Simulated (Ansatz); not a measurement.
Input file of a DFT run on Ho with Ansatz:

```yaml
crystal:
  lattice:
    - [3.6664253006, 0.0, 0.0]
    - [-1.8332126503, 3.1752174514, 0.0]
    - [0.0, 0.0, 11.9046930222]
  atoms:
    - { symbol: Ho, position: [0.0, 0.0, 0.0], spin: 3.93 }
    - { symbol: Ho, position: [0.0, 0.0, 0.5], spin: 3.93 }
    - { symbol: Ho, position: [0.3333333333, 0.6666666667, 0.25], spin: 3.93 }
    - { symbol: Ho, position: [0.6666666667, 0.3333333333, 0.75], spin: 3.93 }
basis:
  ecutwfc: 420
  ecutrho_ratio: 4
kpoints:
  mp_grid: { grid: [14, 14, 4] }
  band_path:
    path:
      - [[0.0, 0.0, 0.0], [0.5, 0.0, 0.0], [0.33333333, 0.33333333, 0.0], [0.0, 0.0, 0.0], [0.0, 0.0, 0.5], [0.5, 0.0, 0.5], [0.33333333, 0.33333333, 0.5], [0.0, 0.0, 0.5]]
      - [[0.5, 0.0, 0.5], [0.5, 0.0, 0.0]]
      - [[0.33333333, 0.33333333, 0.5], [0.33333333, 0.33333333, 0.0]]
    npoints: 14
hamiltonian:
  xc: pbe
scf:
  occupations: { method: gaussian, width: 0.05 }
  lower_state_search: "off"
  n_extra_bands: 37
output:
  forces: true
  stress: true
  eigenvalues: true
  populations: true
  hubbard: { sites: [{ species: Ho, l: f }] }
  dos: { projected: true, de: 0.02, nscf_kmesh: { grid: [21, 21, 6] } }
  bader: true
magnetization:
  spin_polarized: true
checkpoint:
  read: start.run
```

The folder start.run holds the converged state of an earlier run on the same cell; the run starts from that state's density and uses only the symmetry operations that the state has.

At room temperature and ambient pressure Ho is hcp.

**Question.** What will the run give?

**Answer.** Pressure 0.0 GPa, gap on the mesh zero (metallic), site spin moments Ho 3.57 μB (PBE, scalar-relativistic).

Output, machine lines left out:

```
Ho: projections on atomic orbitals take those of the free atom [Kr 4d10] 4f11 5s2 5p6 5d0 6s2, of charge +0.00 (hamiltonian.pseudopotentials.projection_atoms); the dataset's partial waves leave at most 4.5e-4 of an orbital's norm unspanned inside its sphere
scf.n_extra_bands = 37 over 42 filled bands (N_el = 84.0): the run solves 79 bands
Pseudopotentials: kind: paw
Pseudopotential: Ho, paw, valence charge 21, recommended cutoff 420 eV (normal), Ho.paw.azcp
Crystal: 4 atoms, lattice volume = 138.591 Å³
Basis set: ecut = 420 eV, 2727 PW (Γ), exchange–correlation on 50×50×160 points (8 copies of the dense FFT grid, shifted against one another)
Bands: 79, of which v1, the nominal top of the filled ones, is band 42 counted from 1 (41 counted from 0)
Symmetry: 24 space group operations
Space group: P63/mmc (ITA 194), of the structure as read, at distance tolerance 5.2e-5 Å
Magnetic group: BNS 194.263 (UNI 1493), of the structure as read, at distance tolerance 5.2e-5 Å
k-points: 72 of 784
Initial density: read from a saved state, or passed on in memory by an earlier SCF of this step, an earlier step, the calling program or the single point that the run made first
Starting moments: Σ|m| = 15.72 μB on 4 of 4 sites; this step starts from the density that it was given
Initial wavefunctions: pseudopotential atomic-orbital guess
Functional: x = pbe(κ = 0.804, μ = 0.21951), c = pbe(β = 0.06672)
iter 1 solved again at ethr=1.86e-8 eV; its pass at ethr=3.10e-3 eV (dr2=1.57e-5 eV) is discarded
```

```
SCF iter   1: F=—  HF=-45276.863201 eV  |F-HF|=—  |Δ(HF+E_count)|=         —  Δρ=3.31e-7 (↑8.72e-8 ↓3.31e-7)  dr2=1.20e-10  dr2_m=3.32e-11  M=14.584 μB ∫|m|=14.589 μB
SCF iter   2: F=-45276.863202 eV  HF=-45276.863202 eV  |F-HF|=1.17e-8  |Δ(HF+E_count)|=   7.44e-7  Δρ=2.61e-6 (↑1.40e-7 ↓2.61e-6)  dr2=1.03e-8  dr2_m=2.09e-9  M=14.584 μB ∫|m|=14.589 μB
```

```
SCF 1 converged in 2 iterations: F = -45276.863202 eV  dr2 = 1.03e-8
NSCF: frozen V_eff on 129 k-points
NSCF: frozen V_eff on 192 k-points
SCF converged after 2 iterations
Magnetization: 14.5838 μB (49.2919 up, 34.7081 down)
Absolute magnetization: 14.5795 μB (∫|ρ↑−ρ↓|, with the PAW one-centre terms)
Per-site moments (μB) at R_I (Å): [(3.57094, 1.50653), (3.57094, 1.50653), (3.57102, 1.50653), (3.57102, 1.50653)]
Free energy (F): -45276.863202 eV
E sigma→0 (E₀):  -45276.844230 eV
Entropy (-TS):   -0.037943 eV (-9.486 meV/atom)
Fermi energy:    11.204544 eV
--- Forces (eV/Å), atoms counted from 1 ---
  atom   1  Ho     0.00000000     0.00000000     0.00000000
  atom   2  Ho     0.00000000     0.00000000     0.00000000
  atom   3  Ho     0.00000000     0.00000000     0.00000000
  atom   4  Ho     0.00000000     0.00000000     0.00000000
--- Stress (GPa, compression-positive) ---
        0.020916       0.000000       0.000000
        0.000000       0.020916       0.000000
        0.000000       0.000000       0.020018
  P = ⅓ Tr σ = 0.0206 GPa (0.206 kbar)
--- Löwdin populations: 4 sites ---
  site symbol       q [e]    m [muB]
     0     Ho     20.9751     3.6566
     1     Ho     20.9751     3.6566
     2     Ho     20.9678     3.6164
     3     Ho     20.9678     3.6164
--- Bader charges: 4 sites ---
  site symbol  charge [e]  shift [e]    m [muB]
     0     Ho      0.0373     0.0000     3.6509
     1     Ho      0.0373     0.0000     3.6509
     2     Ho     -0.0373     0.0000     3.6410
     3     Ho     -0.0373     0.0000     3.6410
  estimated error of the sums over rays = 3.5e-4 e
--- Occupation matrices: 4 shells (Löwdin-built; ε = 2.00e-2, provisional) ---
  Ho0 f_4F up     Tr n = 6.9823  λ = 0.996 0.997 0.997 0.998 0.998 0.998 0.998
  Ho0 f_4F dn     Tr n = 3.5793  λ = 0.003 0.003 0.004 0.630 0.974 0.974 0.990
  Ho1 f_4F up     Tr n = 6.9823  λ = 0.996 0.997 0.997 0.998 0.998 0.998 0.998
  Ho1 f_4F dn     Tr n = 3.5793  λ = 0.003 0.003 0.004 0.630 0.974 0.974 0.990
  Ho2 f_4F up     Tr n = 6.9822  λ = 0.996 0.997 0.998 0.998 0.998 0.998 0.998
  Ho2 f_4F dn     Tr n = 3.5662  λ = 0.003 0.005 0.005 0.814 0.814 0.946 0.980
  Ho3 f_4F up     Tr n = 6.9822  λ = 0.996 0.997 0.998 0.998 0.998 0.998 0.998
  Ho3 f_4F dn     Tr n = 3.5662  λ = 0.003 0.005 0.005 0.814 0.814 0.946 0.980
```

Without a U the open 4f shell is pinned at the Fermi level, an artefact: in the real crystal it splits into occupied and empty levels away from it, and its large orbital moment is missing here. For elements this heavy, spin–orbit coupling would shift levels and gaps; it isn't included here. The run wasn't fully tested for a lower electronic state. Site moments are of spin, integrated over atomic spheres. No antiparallel order was tried.

The state of the open shells isn't shown to be the lowest, and forces and pressures are less sure for it.
